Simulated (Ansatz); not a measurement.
Input and output for hcp Ru (0001), 4 layers: DFT, PBE, all-electron LAPW, scalar-relativistic (Ansatz 0.2.0).

The slab is cut from a bulk crystal relaxed on PAW files (its atoms may have been relaxed since).

Command: `ansatz run input.yaml --threads 1 --pin off --max-ram 3584MiB --backend cpu --events-out ev --progress --plain --runs-dir out` It took 100 s on 1 thread of Intel(R) Xeon(R) Platinum 8259CL CPU @ 2.50GHz (Skylake/Cascade Lake), with other jobs on the host, peak memory 0.65 GiB.

```yaml
crystal:
  lattice:
    - [2.7207384563, 0.0, 0.0]
    - [-1.3603692281, 2.3562286202, 0.0]
    - [0.0, 0.0, 22.4441]
  atoms:
    - { symbol: Ru, position: [0.833333333, 0.166666667, 0.3564413774] }
    - { symbol: Ru, position: [0.166666667, 0.833333333, 0.452147126] }
    - { symbol: Ru, position: [0.833333333, 0.166666667, 0.547852874] }
    - { symbol: Ru, position: [0.166666667, 0.833333333, 0.6435586226] }
kpoints:
  mp_grid: { grid: [14, 14, 1] }
scf:
  occupations: { method: fermi_dirac, width: 0.08 }
hamiltonian:
  xc: pbe
  pseudopotentials: { kind: all_electron, lapw: { basis_error: 0.001 } }
output:
  forces: true
  stress: true
  eigenvalues: true
  populations: true
  dos: { projected: true, de: 0.2, e_range: [-14, 8] }
efield:
  axis: 3
  amplitude: 0
  dipole_correction: true
```

Output:

```
Ru: projections on atomic orbitals take those of the free atom 1s2 2s2 2p6 3s2 3p6 3d10 4s2 4p6 4d7 5s1, of charge +0.00 (hamiltonian.pseudopotentials.projection_atoms)
LAPW: plane waves up to 8.550 Å⁻¹, error target 1.0e-3 eV per atom; small_component_spin mean_spin; Ru in spheres of 1.331 Å, 26 of its electrons in bands, Dirac shells [] (how accurate: hamiltonian.pseudopotentials.lapw.basis_error, Limitations)
Engine: ansatz 0.2.0
Pseudopotentials: kind: all_electron
Pseudopotential: Ru, LAPW, valence charge 26, lapw/all_electron/scalar/gaussian/Ru, Koelling and Harmon's equation, gaussian nucleus
Functional definition: PBE
  parameter kappa = 0.804
  parameter beta = 0.06672455060314922
  exchange = pbe_x(kappa = kappa, mu = beta*pi^2/3)
  correlation = pbe_c(beta = beta)
Crystal: 4 atoms, lattice volume = 143.882 Å³
Basis set: ecut = 278.49259748993177 eV, 1549 PW (Γ), exchange–correlation at level 2
Bands: 63, of which v1, the nominal top of the filled ones, is band 52 counted from 1 (51 counted from 0)
Symmetry: 6 space group operations
k-points: 24 of 196 (time reversal used)
Non-local potential: Ru, projectors of the file, none
Initial density: superposition of atomic densities (neutral atoms: chi_scale 0, normalization atom)
Initial wavefunctions: plane waves of lowest kinetic energy (no species holds an atomic orbital)
Functional: x = pbe(κ = 0.804, μ = 0.2195149727645171), c = pbe(β = 0.06672455060314922)
iter 1 solved again at ethr=4.40e-3 eV; its pass at ethr=1.00e-1 eV (dr2=4.58e0 eV) is discarded
SCF iter   1: F=—  HF=-493181.145882 eV  |F-HF|=—  |Δ(HF+E_count)|=         —  Δρ=3.41e-2  dr2=4.58e0  ethr=4.40e-3  p=-0.000 e·Å  D=-8.14e-14 V/Å  ΔV_dip=0.00 eV  dr2_dipole=9.99e-24  V_vac-E_F(+/−)=5.91/5.91 eV  ⟨swp⟩=2.2  Hψ=9494  notcnv=0
efield: sawtooth ramp at fractional position 0.9500 (placed from the atoms, in the widest stretch of the axis that holds none; the zero of the levels goes with the place), width 0.1000; the density the first Hamiltonian is built on has a dipole p = 0.000 e·Å; the dipole correction subtracts the counter field D = 2.61e-13 V/Å, which shifts the + side's vacuum level by -0.00 eV against the − side's; the planar-averaged density in the ramp window peaks in size at 2.9e-6 e/Å³
preconditioner: auto → LDOS  [metal: Δε(μ)=0.048 eV  Ē_g=6.956 eV  σ=0.080 eV  W_gap=0.15  n_scr=18 (ndim 8)  ℏωp=17.5 eV  f_vac=0.565  D(μ)=4.34/eV (n_scr^D=16)  β→1.0]
SCF iter   2: F=—  HF=-493180.719080 eV  |F-HF|=—  |Δ(HF+E_count)|=   4.27e-1  Δρ=2.09e-2  dr2=1.98e0  ethr=4.40e-3  p=0.000 e·Å  D=1.84e-5 V/Å  ΔV_dip=-0.00 eV  dr2_dipole=6.84e-7  V_vac-E_F(+/−)=5.33/5.33 eV  ⟨swp⟩=3.0  Hψ=5016  notcnv=0
iter 3 solved again at ethr=1.47e-4 eV; its pass at ethr=1.90e-3 eV (dr2=1.52e-1 eV) is discarded
SCF iter   3: F=—  HF=-493178.648146 eV  |F-HF|=—  |Δ(HF+E_count)|=    2.07e0  Δρ=6.32e-3  dr2=1.53e-1  ethr=1.47e-4  p=0.000 e·Å  D=1.23e-6 V/Å  ΔV_dip=-0.00 eV  dr2_dipole=1.03e-9  V_vac-E_F(+/−)=5.34/5.34 eV  ⟨swp⟩=2.0  Hψ=8085  notcnv=0
SCF iter   4: F=—  HF=-493178.609498 eV  |F-HF|=—  |Δ(HF+E_count)|=         —  Δρ=2.06e-3  dr2=1.06e-2  ethr=1.47e-4  p=0.000 e·Å  D=1.93e-6 V/Å  ΔV_dip=-0.00 eV  dr2_dipole=3.13e-9  V_vac-E_F(+/−)=5.18/5.18 eV  ⟨swp⟩=3.0  Hψ=4774  notcnv=0
the basis was enlarged: its passes take 370.4 KiB over the memory plan, 1 of 1 planned eigensolver slots
SCF iter   5: F=—  HF=-493178.606117 eV  |F-HF|=—  |Δ(HF+E_count)|=   3.38e-3  Δρ=6.97e-4  dr2=6.39e-4  ethr=1.02e-5  p=0.000 e·Å  D=1.13e-6 V/Å  ΔV_dip=-0.00 eV  dr2_dipole=1.75e-9  V_vac-E_F(+/−)=5.15/5.15 eV  ⟨swp⟩=3.0  Hψ=4648  notcnv=0
SCF iter   6: F=—  HF=-493178.606609 eV  |F-HF|=—  |Δ(HF+E_count)|=   4.91e-4  Δρ=2.03e-4  dr2=8.29e-5  ethr=6.14e-7  p=0.000 e·Å  D=5.37e-7 V/Å  ΔV_dip=-0.00 eV  dr2_dipole=2.74e-10  V_vac-E_F(+/−)=5.11/5.11 eV  ⟨swp⟩=3.0  Hψ=4567  notcnv=0
SCF iter   7: F=—  HF=-493178.606653 eV  |F-HF|=—  |Δ(HF+E_count)|=   4.47e-5  Δρ=6.49e-5  dr2=1.43e-5  ethr=7.97e-8  p=0.000 e·Å  D=2.83e-7 V/Å  ΔV_dip=-0.00 eV  dr2_dipole=2.67e-12  V_vac-E_F(+/−)=5.09/5.09 eV  ⟨swp⟩=3.0  Hψ=4778  notcnv=0
SCF iter   8: F=—  HF=-493178.606657 eV  |F-HF|=—  |Δ(HF+E_count)|=   3.39e-6  Δρ=2.42e-5  dr2=2.60e-6  ethr=1.38e-8  p=0.000 e·Å  D=1.23e-7 V/Å  ΔV_dip=-0.00 eV  dr2_dipole=4.61e-12  V_vac-E_F(+/−)=5.09/5.09 eV  ⟨swp⟩=3.0  Hψ=4635  notcnv=0
SCF iter   9: F=-493178.606658 eV  HF=-493178.606658 eV  |F-HF|=7.80e-9  |Δ(HF+E_count)|=   1.20e-6  Δρ=3.31e-6  dr2=2.42e-8  ethr=2.50e-9  p=0.000 e·Å  D=1.26e-8 V/Å  ΔV_dip=-0.00 eV  dr2_dipole=5.17e-14  V_vac-E_F(+/−)=5.08/5.08 eV  ⟨swp⟩=3.0  Hψ=4840  notcnv=0
SCF 1 converged in 9 iterations: F = -493178.606658 eV  dr2 = 2.42e-8
SCF converged after 9 iterations
Free energy (F): -493178.606658 eV
Harris-Foulkes:  -493178.606658 eV  (|F-HF|=7.80e-9)
Internal energy: -493178.497840 eV  (E = F + TS)
E sigma→0 (E₀):  -493178.552249 eV
Entropy (-TS):   -0.108817 eV (-27.204 meV/atom)
Fermi energy:    6.622498 eV
Dipole field:    D = 0.000000 V/Å  (p = 0.000000 e·Å, saw-weighted, corrected)
Work function:   Φ+ = 5.0820 eV   Φ− = 5.0820 eV
Levels:          The Fermi level and band energies are counted from a zero that moves with the ramp; work functions are not
--- Per-component energies (eV) ---
  E_band       = -11800.864932
  E_kinetic    = 512834.137680
  E_xc         = -14561.584226
  E_efield     = 0.000000  (sawtooth field / dipole correction)
  E_electrostatic = -991451.051294  (all electrons and nuclei)
  E_smearing   = -0.108817  (= −TS)
  E_closure    = 0.000000  (closes the sum)
  E_atoms      = -493143.775561  (free atoms, spherical and without spin; not in F)
  Σ components = -493178.606658   (vs F -493178.606658, Δ=0.00e0)
  Basis errors (estimates in eV, not in F): energy 3.0e-4 per atom: plane waves 2.6e-4 (1.5e-4 summed), levels above the bands 1.0e-35, relativity 6.2e-8, radial functions 3.5e-5, core shells 1.1e-6; eigenvalues (radial functions only) 8.3e-7; not estimated: angular momenta, meshes, grids; target (lapw.basis_error) 1.0e-3; muffin-tin radii Ru 1.331 Å
--- Forces (eV/Å), atoms counted from 1 ---
  atom   1  Ru     0.00000000     0.00000000     0.71201392
  atom   2  Ru    -0.00000000    -0.00000000    -0.59585603
  atom   3  Ru     0.00000000     0.00000000     0.59585774
  atom   4  Ru    -0.00000000    -0.00000000    -0.71201498
  max |Σ_I F_I| component: 6.43e-7 eV/Å
--- Stress (GPa, compression-positive) ---
       -4.232030       0.000000      -0.000000
        0.000000      -4.232030      -0.000000
       -0.000000      -0.000000      -3.682851
  P = ⅓ Tr σ = -4.0490 GPa (-40.490 kbar)
--- Band table (eV; the first three rows and the last of 24) ---
  k-point 0: bands = ["-263.2847", "-263.2847", "-263.2835", "-263.2835", "-263.2835", "-263.2835", "-263.2671", "-263.2671", "-263.2671", "-263.2671", "-262.8670", "-262.8670", "-262.8670", "-262.8670", "-262.8585", "-262.8585", "-262.8472", "-262.8472", "-262.8472", "-262.8472", "-66.5421", "-66.4461", "-66.0571", "-66.0558", "-36.8683", "-36.4338", "-36.1168", "-36.1168", "-36.0351", "-36.0351", "-35.9658", "-35.8511", "-35.6481", "-35.6481", "-35.6473", "-35.6473", "-0.7696", "0.4274", "0.8554", "1.1655", "3.9059", "3.9059", "4.0618", "4.0618", "4.0851", "4.1163", "4.6407", "4.6407", "4.7410", "4.7410", "4.9286", "5.8288", "5.8288", "6.7435", "6.8103", "6.8103", "7.5551", "7.5551", "7.7636", "7.7636", "7.7689", "11.4607", "11.6603"]
  k-point 1: bands = ["-263.2847", "-263.2847", "-263.2835", "-263.2835", "-263.2835", "-263.2835", "-263.2671", "-263.2671", "-263.2671", "-263.2671", "-262.8670", "-262.8670", "-262.8670", "-262.8670", "-262.8585", "-262.8585", "-262.8472", "-262.8472", "-262.8472", "-262.8472", "-66.5360", "-66.4420", "-66.0525", "-66.0513", "-36.8561", "-36.4365", "-36.1445", "-36.1273", "-36.0877", "-36.0420", "-35.9461", "-35.8564", "-35.6818", "-35.6796", "-35.6561", "-35.6552", "-0.5900", "0.5987", "1.0066", "1.3430", "3.7007", "3.8428", "3.9985", "4.0375", "4.1309", "4.1759", "4.5476", "4.6486", "4.7600", "4.8627", "4.9787", "5.7108", "5.7811", "6.3566", "6.6181", "6.7667", "7.0490", "7.5500", "7.8098", "8.1033", "9.0371", "11.6193", "11.8083"]
  k-point 2: bands = ["-263.2847", "-263.2847", "-263.2835", "-263.2835", "-263.2835", "-263.2835", "-263.2671", "-263.2671", "-263.2671", "-263.2671", "-262.8670", "-262.8670", "-262.8670", "-262.8670", "-262.8585", "-262.8585", "-262.8472", "-262.8472", "-262.8472", "-262.8472", "-66.5187", "-66.4308", "-66.0396", "-66.0386", "-36.8222", "-36.4556", "-36.2181", "-36.1930", "-36.1561", "-36.0619", "-35.9259", "-35.8760", "-35.7768", "-35.7616", "-35.6785", "-35.6773", "-0.0943", "1.0452", "1.3824", "1.8135", "3.2816", "3.5038", "3.5852", "4.0350", "4.2680", "4.4035", "4.4564", "4.7112", "4.8669", "5.0387", "5.2196", "5.3320", "5.7897", "5.7903", "6.3388", "6.6773", "7.3912", "7.5313", "7.9140", "8.9756", "10.3457", "12.1018", "12.2424"]
  k-point 23: bands = ["-263.2847", "-263.2847", "-263.2835", "-263.2835", "-263.2835", "-263.2835", "-263.2671", "-263.2671", "-263.2671", "-263.2671", "-262.8670", "-262.8670", "-262.8670", "-262.8670", "-262.8585", "-262.8585", "-262.8472", "-262.8472", "-262.8472", "-262.8472", "-66.3825", "-66.3746", "-65.9523", "-65.9523", "-36.7321", "-36.7110", "-36.6261", "-36.4778", "-36.4013", "-36.3778", "-36.1293", "-36.1283", "-36.0365", "-36.0245", "-35.9063", "-35.8964", "1.4889", "2.0527", "2.2300", "2.5901", "2.6292", "2.9231", "3.1327", "3.9015", "3.9307", "4.4753", "4.4795", "4.8136", "4.8464", "5.4684", "6.0054", "7.2024", "7.2309", "7.3335", "7.7292", "7.8737", "13.3237", "13.7850", "14.2814", "14.4008", "15.1410", "15.5771", "15.7001"]
--- Löwdin populations: 4 sites ---
  site symbol       q [e]
     0     Ru     43.9452
     1     Ru     43.8776
     2     Ru     43.8776
     3     Ru     43.9452
  spilling = 0.002014 (of n_electrons = 176.000000)
```

populations.tsv:

```
# site	symbol	l	j	q
# orbitals = lowdin
# n_electrons = 176.000000
# spilling = 0.002014
# projection_atom_Ru: 1s2 2s2 2p6 3s2 3p6 3d10 4s2 4p6 4d7 5s1
0	Ru	0_1S	-	1.999998
0	Ru	0_2S	-	1.999895
0	Ru	0_3S	-	1.998257
0	Ru	0_4S	-	1.970576
0	Ru	0_5S	-	0.808777
0	Ru	1_2P	-	6.000000
0	Ru	1_3P	-	5.999954
0	Ru	1_4P	-	5.992887
0	Ru	2_3D	-	9.999990
0	Ru	2_4D	-	7.174855
1	Ru	0_1S	-	1.999997
1	Ru	0_2S	-	1.999857
1	Ru	0_3S	-	1.997615
1	Ru	0_4S	-	1.959943
1	Ru	0_5S	-	0.787649
1	Ru	1_2P	-	6.000000
1	Ru	1_3P	-	5.999963
1	Ru	1_4P	-	5.994734
1	Ru	2_3D	-	9.999986
1	Ru	2_4D	-	7.137868
2	Ru	0_1S	-	1.999997
2	Ru	0_2S	-	1.999857
2	Ru	0_3S	-	1.997615
2	Ru	0_4S	-	1.959943
2	Ru	0_5S	-	0.787649
2	Ru	1_2P	-	6.000000
2	Ru	1_3P	-	5.999963
2	Ru	1_4P	-	5.994734
2	Ru	2_3D	-	9.999986
2	Ru	2_4D	-	7.137867
3	Ru	0_1S	-	1.999998
3	Ru	0_2S	-	1.999895
3	Ru	0_3S	-	1.998257
3	Ru	0_4S	-	1.970576
3	Ru	0_5S	-	0.808777
3	Ru	1_2P	-	6.000000
3	Ru	1_3P	-	5.999954
3	Ru	1_4P	-	5.992887
3	Ru	2_3D	-	9.999990
3	Ru	2_4D	-	7.174855
```

Next run (atoms relaxed), as changes to the input before:

```diff
   atoms:
-    - { symbol: Ru, position: [0.833333333, 0.166666667, 0.3564413774] }
-    - { symbol: Ru, position: [0.166666667, 0.833333333, 0.452147126] }
-    - { symbol: Ru, position: [0.833333333, 0.166666667, 0.547852874] }
-    - { symbol: Ru, position: [0.166666667, 0.833333333, 0.6435586226] }
+    - { symbol: Ru, position: [0.8333333333, 0.1666666667, 0.3595836581] }
+    - { symbol: Ru, position: [0.1666666667, 0.8333333333, 0.4517987726] }
+    - { symbol: Ru, position: [0.8333333333, 0.1666666667, 0.5482012274] }
+    - { symbol: Ru, position: [0.1666666667, 0.8333333333, 0.6404163418] }
 kpoints:
   eigenvalues: true
-  populations: true
-  dos: { projected: true, de: 0.2, e_range: [-14, 8] }
+relax:
+  f_tol: 0.01
+  max_steps: 12
 efield:
```

Results part of the output:

```
SCF converged after 2 iterations
Free energy (F): -493178.664797 eV
Harris-Foulkes:  -493178.664797 eV  (|F-HF|=6.40e-10)
Internal energy: -493178.558137 eV  (E = F + TS)
E sigma→0 (E₀):  -493178.611467 eV
Entropy (-TS):   -0.106660 eV (-26.665 meV/atom)
Fermi energy:    6.684012 eV
Dipole field:    D = 0.000000 V/Å  (p = 0.000000 e·Å, saw-weighted, corrected)
Work function:   Φ+ = 5.0049 eV   Φ− = 5.0049 eV
Levels:          The Fermi level and band energies are counted from a zero that moves with the ramp; work functions are not
[... lines left out ...]
  k-point 1: bands = ["-437.2071", "-437.2071", "-437.1815", "-437.1815", "-437.1815", "-437.1815", "-436.7827", "-436.7827", "-436.7827", "-436.7827", "-436.7723", "-436.7723", "-263.2600", "-263.2600", "-263.2580", "-263.2580", "-263.2580", "-263.2580", "-263.2375", "-263.2375", "-263.2375", "-263.2375", "-262.8420", "-262.8420", "-262.8420", "-262.8420", "-262.8403", "-262.8403", "-262.8266", "-262.8266", "-262.8266", "-262.8266", "-66.5272", "-66.4395", "-66.0467", "-66.0446", "-36.8886", "-36.5059", "-36.1385", "-36.1197", "-36.0898", "-36.0402", "-35.9171", "-35.8163", "-35.6778", "-35.6737", "-35.6529", "-35.6513", "-0.6255", "0.5600", "0.9165", "1.2517", "3.6339", "3.8227", "3.9295", "3.9610", "4.0942", "4.2296", "4.4979", "4.6232", "4.6371", "4.7421", "5.0272", "5.7194", "5.7844", "6.4287", "6.6893", "6.7410", "7.0544", "7.6801", "7.9078", "8.2430", "9.1891", "11.6123", "11.7944", "12.9171", "14.0938"]
  k-point 2: bands = ["-437.2071", "-437.2071", "-437.1815", "-437.1815", "-437.1815", "-437.1815", "-436.7827", "-436.7827", "-436.7827", "-436.7827", "-436.7723", "-436.7723", "-263.2600", "-263.2600", "-263.2580", "-263.2580", "-263.2580", "-263.2580", "-263.2375", "-263.2375", "-263.2375", "-263.2375", "-262.8420", "-262.8420", "-262.8420", "-262.8420", "-262.8403", "-262.8403", "-262.8266", "-262.8266", "-262.8266", "-262.8266", "-66.5096", "-66.4275", "-66.0341", "-66.0324", "-36.8523", "-36.5169", "-36.2233", "-36.2001", "-36.1490", "-36.0612", "-35.8943", "-35.8495", "-35.7710", "-35.7426", "-35.6748", "-35.6727", "-0.1297", "0.9979", "1.2943", "1.7158", "3.1896", "3.4229", "3.5376", "4.0393", "4.2266", "4.3074", "4.3751", "4.7623", "4.8685", "4.9622", "5.1000", "5.3795", "5.8280", "5.8547", "6.4257", "6.6683", "7.3772", "7.6725", "8.0246", "9.1323", "10.4979", "12.1063", "12.2363", "13.4124", "14.4952"]
  k-point 23: bands = ["-437.2071", "-437.2071", "-437.1815", "-437.1815", "-437.1815", "-437.1815", "-436.7827", "-436.7827", "-436.7827", "-436.7827", "-436.7723", "-436.7723", "-263.2600", "-263.2600", "-263.2580", "-263.2580", "-263.2580", "-263.2580", "-263.2375", "-263.2375", "-263.2375", "-263.2375", "-262.8420", "-262.8420", "-262.8420", "-262.8420", "-262.8403", "-262.8403", "-262.8267", "-262.8267", "-262.8266", "-262.8266", "-66.3721", "-66.3646", "-65.9499", "-65.9499", "-36.7411", "-36.7236", "-36.6315", "-36.4916", "-36.4460", "-36.4224", "-36.1154", "-36.1095", "-36.0134", "-35.9955", "-35.8949", "-35.8806", "1.3736", "1.9443", "2.1633", "2.4423", "2.4843", "2.7972", "3.0518", "3.8608", "3.9070", "4.4565", "4.4617", "4.7579", "4.8206", "5.4939", "6.1811", "7.3259", "7.3441", "7.5050", "7.7886", "7.9486", "13.3471", "13.8048", "14.3413", "14.4734", "15.1687", "15.6004", "15.7444", "16.5139", "17.7020"]
--- Relaxed structure (2 steps of the walk, 2 accepted, 0 SCFs on fresh bases) ---
  F+E_penalty+E_count = -493178.66479696 eV   max|allowed force component| = 2.025e-3 eV/Å
  atoms:
    - { symbol: Ru, position: [0.8333333333333331, 0.16666666666666666, 0.3595836580999999] }
    - { symbol: Ru, position: [0.1666666666666667, 0.8333333333333333, 0.45179877259999995] }
    - { symbol: Ru, position: [0.8333333333333331, 0.16666666666666666, 0.5482012273999999] }
    - { symbol: Ru, position: [0.1666666666666667, 0.8333333333333333, 0.6404163417999998] }
```

Next run (no images along the normal), as changes to the input before:

```diff
+  periodic: [true, true, false]
 kpoints:
   eigenvalues: true
-relax:
-  f_tol: 0.01
-  max_steps: 12
-efield:
-  axis: 3
-  amplitude: 0
-  dipole_correction: true
```

Command: `ansatz run input.yaml --threads 1 --pin off --max-ram 3584MiB --backend cpu --events-out ev --progress --plain --runs-dir out` It took 110 s on 1 thread of Intel(R) Xeon(R) Platinum 8259CL CPU @ 2.50GHz (Skylake/Cascade Lake) (shared host), peak memory 0.81 GiB.

Results part of the output:

```
Warning: crystal.periodic: the lattice vector that does not repeat stood 0.000° off the slab's normal, 22.444 Å along it as the deck builds it. The run solves the slab on a vector along the normal, 36.406 Å long, with every atom where it was (on the deck's vector they left 16.14 Å outside them, and the widest stretch free of ions among them is 2.16 Å). A fractional position that the run reports is
SCF 1 converged in 9 iterations: F = -493178.664923 eV  dr2 = 9.49e-8
SCF converged after 9 iterations
Free energy (F): -493178.664923 eV
[... lines left out ...]
  k-point 1: bands = ["-448.8966", "-448.8966", "-448.8706", "-448.8706", "-448.8706", "-448.8706", "-448.4721", "-448.4721", "-448.4721", "-448.4721", "-448.4615", "-448.4615", "-274.9495", "-274.9495", "-274.9473", "-274.9473", "-274.9473", "-274.9473", "-274.9266", "-274.9266", "-274.9266", "-274.9266", "-274.5314", "-274.5314", "-274.5314", "-274.5314", "-274.5295", "-274.5295", "-274.5159", "-274.5159", "-274.5159", "-274.5159", "-78.2164", "-78.1287", "-77.7359", "-77.7338", "-48.5779", "-48.1952", "-47.8277", "-47.8088", "-47.7790", "-47.7293", "-47.6063", "-47.5056", "-47.3671", "-47.3630", "-47.3422", "-47.3406", "-12.3146", "-11.1292", "-10.7727", "-10.4375", "-8.0552", "-7.8665", "-7.7597", "-7.7282", "-7.5949", "-7.4596", "-7.1913", "-7.0660", "-7.0521", "-6.9471", "-6.6620", "-5.9699", "-5.9049", "-5.2604", "-4.9999", "-4.9482", "-4.6348", "-4.0091", "-3.7814", "-3.4462", "-2.5000", "-0.0259", "0.0467", "1.1268", "1.1858"]
  k-point 2: bands = ["-448.8966", "-448.8966", "-448.8706", "-448.8706", "-448.8706", "-448.8706", "-448.4721", "-448.4721", "-448.4721", "-448.4721", "-448.4615", "-448.4615", "-274.9495", "-274.9495", "-274.9473", "-274.9473", "-274.9473", "-274.9473", "-274.9266", "-274.9266", "-274.9266", "-274.9266", "-274.5314", "-274.5314", "-274.5314", "-274.5314", "-274.5295", "-274.5295", "-274.5159", "-274.5159", "-274.5159", "-274.5159", "-78.1988", "-78.1167", "-77.7234", "-77.7217", "-48.5416", "-48.2062", "-47.9125", "-47.8893", "-47.8381", "-47.7504", "-47.5836", "-47.5387", "-47.4602", "-47.4319", "-47.3641", "-47.3619", "-11.8188", "-10.6913", "-10.3948", "-9.9733", "-8.4996", "-8.2663", "-8.1515", "-7.6499", "-7.4626", "-7.3817", "-7.3141", "-6.9269", "-6.8206", "-6.7270", "-6.5892", "-6.3097", "-5.8612", "-5.8345", "-5.2635", "-5.0209", "-4.3120", "-4.0167", "-3.6647", "-2.5570", "-1.1902", "0.4109", "0.5540", "1.5475", "1.6530"]
  k-point 23: bands = ["-448.8966", "-448.8966", "-448.8706", "-448.8706", "-448.8706", "-448.8706", "-448.4721", "-448.4721", "-448.4721", "-448.4721", "-448.4615", "-448.4615", "-274.9495", "-274.9495", "-274.9473", "-274.9473", "-274.9473", "-274.9473", "-274.9266", "-274.9266", "-274.9266", "-274.9266", "-274.5314", "-274.5314", "-274.5314", "-274.5314", "-274.5295", "-274.5295", "-274.5159", "-274.5159", "-274.5159", "-274.5159", "-78.0613", "-78.0538", "-77.6391", "-77.6391", "-48.4302", "-48.4128", "-48.3206", "-48.1807", "-48.1352", "-48.1117", "-47.8046", "-47.7988", "-47.7027", "-47.6848", "-47.5841", "-47.5698", "-10.3156", "-9.7449", "-9.5259", "-9.2469", "-9.2049", "-8.8920", "-8.6374", "-7.8284", "-7.7822", "-7.2326", "-7.2275", "-6.9312", "-6.8686", "-6.1953", "-5.5081", "-4.3633", "-4.3451", "-4.1843", "-3.9006", "-3.7406", "1.6579", "2.1157", "2.6522", "2.7842", "3.4795", "3.9113", "4.0553", "4.8247", "6.0128"]
  the weakly bound empty levels are not read free of the cell's end (augmented_plane_waves)
```
